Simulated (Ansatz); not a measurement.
The relaxed structure here is a generated cell of ZnS: the first start was made by a random draw of sites in a space group, and the end was not matched to a known phase here, so it may be hypothetical. Known forms of ZnS include space group No. 186, 216.

A relaxed structure of ZnS. Space group P4₂/mmc (No. 131). Level of theory: r2SCAN (plane waves to 500 eV, PAW, scalar-relativistic; Ansatz, a quantum-chemistry and plane-wave program).

```cif
data_S2Zn2
_chemical_formula_sum 'S2 Zn2'
_space_group_name_H-M_alt 'P42/mmc'
_space_group_IT_number 131
_space_group_name_Hall '-P 4c 2'
_cell_length_a 4.18968
_cell_length_b 4.18968
_cell_length_c 5.95961
_cell_angle_alpha 90.000
_cell_angle_beta 90.000
_cell_angle_gamma 90.000
loop_
_atom_site_label
_atom_site_type_symbol
_atom_site_symmetry_multiplicity
_atom_site_Wyckoff_symbol
_atom_site_fract_x
_atom_site_fract_y
_atom_site_fract_z
_atom_site_occupancy
S1 S 2 c 0.00000 0.50000 0.00000 1
Zn1 Zn 2 b 0.50000 0.50000 0.50000 1
```

What is the computed band gap (r2SCAN)?

0.29 eV, indirect (valence top at R, conduction bottom at Γ) (no spin-orbit coupling).

Give the smallest direct gap at the level r2SCAN.

0.77 eV at Γ.

No spin polarisation in the result.

The run could not lower the symmetry of its start; a shaken copy of this end point relaxes with r2SCAN to P6₃mc (No. 186), 0.962 eV/atom lower.
